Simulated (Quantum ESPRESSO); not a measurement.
TaTi3Pt3Ru, one composition in several site orders

Simulated, not a measurement. The program is pw.x of Quantum ESPRESSO 7.5 (plane-wave density functional theory). The cell is made up: eight metal atoms on a face-centred cubic lattice, with elements, volume, strain and displacements drawn at random and not relaxed, so it may be unstable or far from any real phase. PseudoDojo standard norm-conserving files set the functional (PBE unless stated); there is no spin polarisation or spin-orbit coupling, the Fermi-Dirac width of 0.25 eV means electrons at about 2900 K, and the masses in the input are unused placeholders. Heavy elements are run without spin-orbit coupling, which real alloys of them have. A spin test at this wide smearing found no moment, but such smearing suppresses magnetism that the real alloy may have.

The runs put one composition on the sites in different orders. Cell, positions, cutoff, mesh and smearing stay as in the input of run 1; sites are counted in its order. Stress in the tables is positive in tension.

Input of run 1:

```
&control calculation='scf', pseudo_dir='./dojo.nc.sr.pbe.v0_5.standard.upf', outdir='./o', disk_io='minimal', tprnfor=.true., tstress=.true. /
&system ibrav=0, nat=8, ntyp=4, nbnd=78, ecutwfc=84.00895049, nosym=.true., tot_charge=0,
 occupations='smearing', smearing='fd', degauss=0.0183746611
/
&electrons conv_thr=1.470e-08, electron_maxstep=70, mixing_beta=0.5 /
ATOMIC_SPECIES
Pt 1.0 Pt.upf
Ru 1.0 Ru.upf
Ta 1.0 Ta.upf
Ti 1.0 Ti.upf
CELL_PARAMETERS angstrom
-0.0015 1.9634 1.9463
-3.7457 3.9126 -3.8754
-3.9543 -4.014 3.9826
ATOMIC_POSITIONS angstrom
Ta -0.0256 -0.0263 0.0179
Ti -3.804 -2.1216 2.0475
Pt -3.8651 -0.1073 0.0841
Ru -3.8023 1.9096 -1.9193
Ti -1.908 -0.0913 1.9937
Pt -1.9893 2.0415 0.0201
Pt -5.7754 -0.1045 2.0073
Ti -5.7749 1.9004 0.0197
K_POINTS automatic
8 4 4 1 1 1
```

| run | elements on sites 1 to 8 | free energy less that of run 1 (eV) | -TS (eV) | pressure (GPa) | stress xx (GPa) | stress yy (GPa) | stress zz (GPa) | stress yz (GPa) | stress xz (GPa) | stress xy (GPa) | iterations |
| --- | --- | --- | --- | --- | --- | --- | --- | --- | --- | --- | --- |
| 1 | Ta Ti Pt Ru Ti Pt Pt Ti | 0.000 | -1.658 | 18.56 | -20.80 | -17.25 | -17.64 | -2.32 | -1.71 | 2.03 | 24 |
| 2 | Pt Ru Ti Pt Pt Ti Ti Ta | -0.854 | -1.650 | 19.33 | -17.09 | -19.77 | -21.12 | -2.24 | -2.08 | 2.47 | 22 |
| 3 | Ti Ru Ta Pt Pt Pt Ti Ti | -0.690 | -1.432 | 19.16 | -20.69 | -18.42 | -18.37 | -6.76 | -3.75 | 4.30 | 22 |
| 4 | Pt Pt Pt Ti Ti Ru Ti Ta | -1.145 | -1.609 | 17.89 | -19.01 | -16.48 | -18.16 | -2.17 | -3.38 | 2.82 | 21 |
| 5 | Ta Ru Pt Ti Ti Pt Ti Pt | -0.586 | -1.495 | 18.58 | -18.78 | -18.24 | -18.72 | -4.40 | -4.17 | 3.80 | 21 |
| 6 | Pt Pt Ti Pt Ti Ti Ta Ru | -1.063 | -1.654 | 17.76 | -18.66 | -16.61 | -18.02 | -1.64 | -4.67 | 4.41 | 23 |

Forces Fx Fy Fz (eV/Å):

| site | run 1 | run 2 | run 3 | run 4 | run 5 | run 6 |
| --- | --- | --- | --- | --- | --- | --- |
| 1 | -0.21 -0.31 0.21 | 0.23 0.33 -0.41 | -1.15 0.42 -0.55 | -0.12 -0.46 0.42 | 0.13 0.88 -0.88 | -0.66 0.49 -0.56 |
| 2 | -2.32 0.71 -0.60 | -1.75 0.89 -0.82 | -0.95 0.04 0.18 | -2.32 1.05 -0.95 | -1.35 0.75 -0.66 | -1.51 0.87 -0.71 |
| 3 | 0.50 -0.14 0.14 | 0.94 -0.45 0.55 | 1.60 0.08 -0.03 | 0.20 0.15 -0.06 | 0.21 -0.32 0.41 | -0.09 0.77 -0.77 |
| 4 | -0.82 1.01 -0.78 | 1.28 -0.37 0.48 | -0.16 0.44 -0.12 | 1.38 -0.42 0.39 | -0.18 -0.79 0.88 | 0.10 -0.25 0.37 |
| 5 | -0.44 0.79 -0.64 | -2.21 1.11 -1.04 | -0.91 0.60 -0.54 | -0.71 1.17 -1.11 | -2.71 0.36 -0.21 | -0.23 -0.03 0.07 |
| 6 | 1.41 -1.12 0.53 | 1.42 -0.65 0.23 | 2.17 -1.13 0.35 | -0.03 0.23 -0.71 | 0.96 -0.26 -0.51 | 1.13 -0.94 0.51 |
| 7 | -0.31 -0.05 0.19 | 0.05 -0.51 0.53 | -0.32 -1.07 1.19 | 0.40 -0.42 0.54 | 1.94 -0.10 0.28 | -0.24 0.40 -0.36 |
| 8 | 2.19 -0.90 0.95 | 0.05 -0.34 0.48 | -0.27 0.61 -0.48 | 1.20 -1.30 1.48 | 1.02 -0.51 0.68 | 1.49 -1.30 1.44 |

The sites are displaced and not relaxed, so the energy differences mix bonding between neighbours with strain and are not ordering energies. A rerun of one cell of this series at a higher cutoff and on a denser mesh moved values by no more than 0.005 eV in energy, 0.16 GPa in stress and 0.013 eV/Å in force, and a second program with other atomic files agreed on that cell to 2 % rms in force and 0.5 GPa in pressure.